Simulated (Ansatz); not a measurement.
An Ansatz (a program for electronic structure) run. Input:

Ansatz 0.2 input:
```yaml
crystal:
  lattice:
    - [0.0, 2.8419611341, 2.8419611341]
    - [2.8419611341, 0.0, 2.8419611341]
    - [2.8419611341, 2.8419611341, 0.0]
  atoms:
    - { symbol: Pd, position: [0.0, 0.0, 0.0] }
    - { symbol: Pd, position: [0.25, 0.25, 0.25] }
kpoints:
  mp_grid: { grid: [22, 22, 22] }
hamiltonian:
  xc: pbesol
  pseudopotentials: { azcp: { folder: ./paw }, kind: paw }
scf:
  occupations: { method: fermi_dirac, width: 0.1 }
elastic: { mode: relaxed_ion, stencil: two_point, amplitude: 0.005, f_tol: 0.0005 }
```

Output (shortened):

```
Pseudopotential: Pd, paw, valence charge 18
Functional definition: PBEsol
Crystal: 2 atoms, lattice volume = 45.908 Å³
Basis set: ecut = 420 eV, 893 PW (Γ), exchange–correlation on 54×54×54 points (8 copies of the dense FFT grid, shifted against one another)
Bands: 22, of which v1, the nominal top of the filled ones, is band 18 counted from 1 (17 counted from 0)
Symmetry: 48 space group operations
Space group: Fd-3m (ITA 227), of the structure as read, at distance tolerance 3.6e-5 Å
k-points: 328 of 10648
SCF 1 converged in 10 iterations: F = -13810.796002 eV  dr2 = 1.00e-14
Crystal: 2 atoms, lattice volume = 45.678 Å³
Symmetry: 16 space group operations
k-points: 834 of 10648
SCF 2 converged in 8 iterations: F = -13810.795553 eV  dr2 = 1.90e-14
Crystal: 2 atoms, lattice volume = 46.137 Å³
Basis set: ecut = 420 eV, 909 PW (Γ), exchange–correlation on 54×54×54 points (8 copies of the dense FFT grid, shifted against one another)
SCF 3 converged in 6 iterations: F = -13810.796033 eV  dr2 = 9.41e-14
Crystal: 2 atoms, lattice volume = 45.907 Å³
Symmetry: 8 space group operations
k-points: 1530 of 10648
SCF 4 converged in 11 iterations: F = -13810.795770 eV  dr2 = 5.27e-15
relax step   1: F+E_penalty+E_count = -13810.79576971 eV  Δ(F+E_penalty+E_count) = +0.000e0 eV  max|allowed force component| = 7.520e-2 eV/Å  Δτ_max = 0.0000 Å  (11 SCF iters, accepted)
Crystal: 2 atoms, lattice volume = 45.907 Å³
SCF 5 converged in 9 iterations: F = -13810.796080 eV  dr2 = 5.54e-15
relax step   2: F+E_penalty+E_count = -13810.79608042 eV  Δ(F+E_penalty+E_count) = -3.107e-4 eV  max|allowed force component| = 1.731e-2 eV/Å  Δτ_max = 0.0034 Å  (9 SCF iters, accepted)
Crystal: 2 atoms, lattice volume = 45.907 Å³
SCF 6 converged in 8 iterations: F = -13810.796098 eV  dr2 = 6.44e-15
relax step   3: F+E_penalty+E_count = -13810.79609782 eV  Δ(F+E_penalty+E_count) = -1.740e-5 eV  max|allowed force component| = 5.257e-6 eV/Å  Δτ_max = 0.0010 Å  (8 SCF iters, accepted)
Crystal: 2 atoms, lattice volume = 45.907 Å³
SCF 7 converged in 3 iterations: F = -13810.796098 eV  dr2 = 3.46e-14
Crystal: 2 atoms, lattice volume = 45.907 Å³
SCF 8 converged in 11 iterations: F = -13810.795770 eV  dr2 = 5.29e-15
relax step   1: F+E_penalty+E_count = -13810.79576971 eV  Δ(F+E_penalty+E_count) = +0.000e0 eV  max|allowed force component| = 7.520e-2 eV/Å  Δτ_max = 0.0000 Å  (11 SCF iters, accepted)
Crystal: 2 atoms, lattice volume = 45.907 Å³
SCF 9 converged in 9 iterations: F = -13810.796098 eV  dr2 = 5.70e-15
relax step   2: F+E_penalty+E_count = -13810.79609782 eV  Δ(F+E_penalty+E_count) = -3.281e-4 eV  max|allowed force component| = 1.757e-5 eV/Å  Δτ_max = 0.0044 Å  (9 SCF iters, accepted)
Crystal: 2 atoms, lattice volume = 45.907 Å³
SCF 10 converged in 3 iterations: F = -13810.796098 eV  dr2 = 3.44e-14
SCF converged after 10 iterations
Free energy (F): -13810.796002 eV
Harris-Foulkes:  -13810.796002 eV  (|F-HF|=1.82e-12)
Internal energy: -13810.623021 eV  (E = F + TS)
E sigma→0 (E₀):  -13810.709512 eV
Entropy (-TS):   -0.172981 eV (-86.490 meV/atom)
Fermi energy:    10.739099 eV
--- Per-component energies (eV) ---
  E_band       = -595.437793
  E_kinetic    = 897.839885
  E_local      = -5501.220215  (includes V_loc(G=0)·N_el)
  E_nonlocal   = 746.670449
  E_hartree    = 2231.712054
  E_xc         = -272.417427
  E_vxc        = -345.493048  (∫ρ·V_xc dr)
  E_paw        = -7492.214044  (= ΣΔE_a)
  E_vpaw       = -856.659414  (= ΣTr[D̂ρ^β])
  E_aug_tail   = 0.000434  (compensation charges beyond the density's cutoff)
  E_ewald      = -4421.599208
  E_core_change = 0.605050  (= ΣΔE_core)
  E_smearing   = -0.172981  (= −TS)
  E_closure    =  0.000000  (closes the sum)
  Σ components = -13810.796002   (vs F -13810.796002, Δ=0.00e0)
--- Forces (eV/Å), atoms counted from 1 ---
  atom   1  Pd     0.00000000     0.00000000     0.00000000
  atom   2  Pd     0.00000000     0.00000000     0.00000000
  max |Σ_I F_I| component: 3.70e-17 eV/Å
--- Stress (GPa, compression-positive) ---
        0.167313       0.000000       0.000000
        0.000000       0.167313       0.000000
        0.000000       0.000000       0.167313
  P = ⅓ Tr σ = 0.1673 GPa (1.673 kbar)
--- Band table (eV; the first three rows and the last of 328) ---
  k-point 0: bands = ["-73.3411", "-73.1885", "-39.2036", "-39.2036", "-39.2036", "-38.8490", "-38.8490", "-38.8490", "5.8553", "7.1053", "7.1053", "7.2562", "7.2562", "7.2562", "9.2830", "9.2830", "9.2830", "10.5653", "10.5653", "22.7265", "22.7265", "22.7265"]
  k-point 1: bands = ["-73.3405", "-73.1891", "-39.2043", "-39.2043", "-39.2032", "-38.8494", "-38.8482", "-38.8482", "5.8869", "7.0702", "7.0702", "7.2566", "7.3002", "7.3002", "9.2701", "9.2791", "9.2791", "10.5658", "10.5658", "21.7143", "22.4014", "22.4014"]
  k-point 2: bands = ["-73.3388", "-73.1909", "-39.2065", "-39.2065", "-39.2022", "-38.8507", "-38.8460", "-38.8460", "5.9799", "7.0136", "7.0136", "7.2588", "7.3818", "7.3818", "9.2337", "9.2695", "9.2695", "10.5666", "10.5666", "20.5072", "21.9457", "21.9457"]
  k-point 327: bands = ["-73.2651", "-73.2651", "-39.2723", "-39.2723", "-39.0275", "-39.0275", "-38.7807", "-38.7807", "6.6119", "6.6119", "7.6350", "7.6350", "8.3223", "8.3223", "8.7281", "8.7281", "10.8173", "10.8173", "13.0292", "13.0292", "14.2861", "14.2861"]
--- Elastic constants: 2 strain directions × 2 members + reference (group order 48) ---
  dense FFT box of the reference and of every strained cell: 27×27×27
  strains applied: 11, 23; error gains: componentwise 1.00 (the most a stress slope's error grows in a printed constant), spectral 1.73 (1 for all six strains …
  C = ∂σ_k/∂η_j (tension-positive GPa; Voigt order 11 22 33 23 13 12):
        58.545     96.863     96.863      0.000      0.000      0.000
        96.863     58.545     96.863      0.000      0.000      0.000
        96.863     96.863     58.545      0.000      0.000      0.000
         0.000      0.000      0.000    -26.626      0.000      0.000
         0.000      0.000      0.000      0.000    -26.626      0.000
         0.000      0.000      0.000      0.000      0.000    -26.626
  reference stress σ⁰ (GPa):     -0.167     -0.167     -0.167      0.000      0.000      0.000
  moduli (Voigt/Reuss/Hill, GPa): K = 84.09/84.09/84.09   G = -23.64/-23.03/-23.34   E = -77.15   ν = 0.653
  mechanically stable: NO (min eigenvalue of sym C = -38.32 GPa)
  strain η (Voigt 11):  stress-route row diagonal C_11 = 58.55 GPa, energy-path curvature d²(F+E_count+ΔE)/dδ²/Ω₀ = 58.54 GPa
         δ    σ_11 (GPa)             F (eV)   n_scf  n_hpsi   n_pw
    -5.000e-3      -0.4605      -13810.7955526       8  348817    918   relax 0 steps, max|allowed force component| 1.11e-16 eV/Å
     5.000e-3       0.1249      -13810.7960333       6  302789    934   relax 0 steps, max|allowed force component| 1.11e-16 eV/Å
  strain η (Voigt 23):  stress-route row diagonal C_44 = -26.63 GPa, energy-path curvature d²(F+E_count+ΔE)/dδ²/Ω₀ = -26.54 GPa
         δ    σ_23 (GPa)             F (eV)   n_scf  n_hpsi   n_pw
    -5.000e-3       0.1331      -13810.7960978       3  361489    926   relax 3 steps, max|allowed force component| 5.26e-6 eV/Å
     5.000e-3      -0.1331      -13810.7960978       3  357562    926   relax 2 steps, max|allowed force component| 1.76e-5 eV/Å
```

Cost: roughly 15 core-minutes on shared cores.

The start of the workflow was typed in or built on a structure type; neither database checked (COD, Materials Project) lists it. It is not the phase usual at ambient conditions (space group No. 225). The cell was relaxed with PBEsol under the symmetry of its start. At this level the phase is mechanically unstable. No spin polarisation was allowed. As this level gives no gap, shear constants depend on the k-mesh and smearing (Fermi–Dirac, 0.1 eV here). Spin–orbit coupling is left out wherever it is not named.

Potentials: the earlier of the program's two PAW sets. The files were generated under PBE; for other functionals the program regenerates the frozen cores, and for LDA and PBEsol the local potential too.

Ansatz is a plane-wave DFT program.
